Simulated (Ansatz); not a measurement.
A geometry of Ga₂O₃ away from equilibrium: the start of the relaxation of a generated cell, Ga2O3 built in the stibnite structure type. All values below come from r2SCAN (plane waves to 500 eV, PAW, scalar-relativistic; Ansatz, a quantum-chemistry and plane-wave program). Γ-centred k-mesh 3×7×3 on the run's cell (coarser than for final values), Fermi–Dirac smearing 0.05 eV.

```xyz
20
Lattice="8.3869 0.0000 0.0000 0.0000 2.8469 0.0000 0.0000 0.0000 8.3445" Properties=species:S:1:pos:R:3:forces:R:3 pbc="T T T" free_energy=-37144.303 pressure_GPa=1.4
Ga     8.1405     0.7117     1.4518    0.4313    0.0000   -0.6017
Ga     3.9471     0.7117     2.7205    0.4313    0.0000    0.6017
Ga     0.2463     2.1352     6.8927   -0.4313    0.0000    0.6017
Ga     4.4398     2.1352     5.6240   -0.4313    0.0000   -0.6017
Ga     5.4463     0.7117     8.0438    2.4341    0.0000    0.3272
Ga     1.2529     0.7117     4.4729    2.4341    0.0000   -0.3272
Ga     2.9405     2.1352     0.3007   -2.4341    0.0000   -0.3272
Ga     7.1340     2.1352     3.8716   -2.4341    0.0000    0.3272
O      2.4506     0.7117     1.6006   -0.3003    0.0000   -2.7321
O      6.6441     0.7117     2.5717   -0.3003    0.0000    2.7321
O      5.9362     2.1352     6.7439    0.3003    0.0000    2.7321
O      1.7428     2.1352     5.7728    0.3003    0.0000   -2.7321
O      3.7774     0.7117     7.3181   -2.2210    0.0000   -0.7995
O      7.9709     0.7117     5.1986   -2.2210    0.0000    0.7995
O      4.6094     2.1352     1.0264    2.2210    0.0000    0.7995
O      0.4160     2.1352     3.1459    2.2210    0.0000   -0.7995
O      5.2384     0.7117     4.6821   -1.2074    0.0000   -1.2225
O      1.0450     0.7117     7.8346   -1.2074    0.0000    1.2225
O      3.1484     2.1352     3.6624    1.2074    0.0000    1.2225
O      7.3419     2.1352     0.5098    1.2074    0.0000   -1.2225
```

Positions in Å, forces in eV/Å, free energy of the cell in eV (comparable only within this code, potentials and settings). Largest force: 2.75 eV/Å, on O9, O10, O11, O12 (atoms numbered as listed); the geometry lies 0.41 eV/atom above the end of its relaxation.

No spin polarisation in the result.

The run could not lose the symmetry of its start, so the end can be a saddle point.

The end of the path is a generated cell of Ga2O3: the first start was made by placing the elements on the sites of a structure type, and the end was not matched to a known phase here, so it may be hypothetical. Known forms of Ga2O3 include space group No. 12, 167.
